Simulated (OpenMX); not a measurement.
**MnS and the effect of the dispersion correction**

```
CELL_PARAMETERS angstrom
0.00000 2.61225 2.61225
2.61225 0.00000 2.61225
2.61225 2.61225 0.00000
ATOMIC_POSITIONS crystal
Mn 0.00000 0.00000 0.00000
S 0.50000 0.50000 0.50000
```

The cell comes from a database or a generator and needn't be the form met in nature.

Kept alike: task single point; functional PBE; k mesh 7 × 7 × 7; occupations fermi-dirac, width 0.05 eV; collinear spin, ferromagnetic start. Program: OpenMX, OpenMX 2013 PBE set, Mn6.0-s3p2d2, S7.0-s2p2d1f1, grid cutoff 400 Ry. The mesh is that of the run's cell of 2 atoms. No spin-orbit coupling.

| dispersion correction | pressure (GPa) |
| --- | --- |
| D3(zero) | -4.02 |
| D3(BJ) | -6.05 |
| D4 | -5.65 |
| none | -2.36 |

Pressure is positive in compression. For a metal such a mesh leaves the last digits unconverged. The measured crystal is an antiferromagnetic insulator; a metallic or parallel state is the runs' own. The runs hold the magnetic state that their start led to, which needn't be the lowest.

The pressure runs from -6.05 (D3(BJ)) to -2.36 GPa (none). Dispersion terms mostly attract, so at fixed cell they lower the pressure.
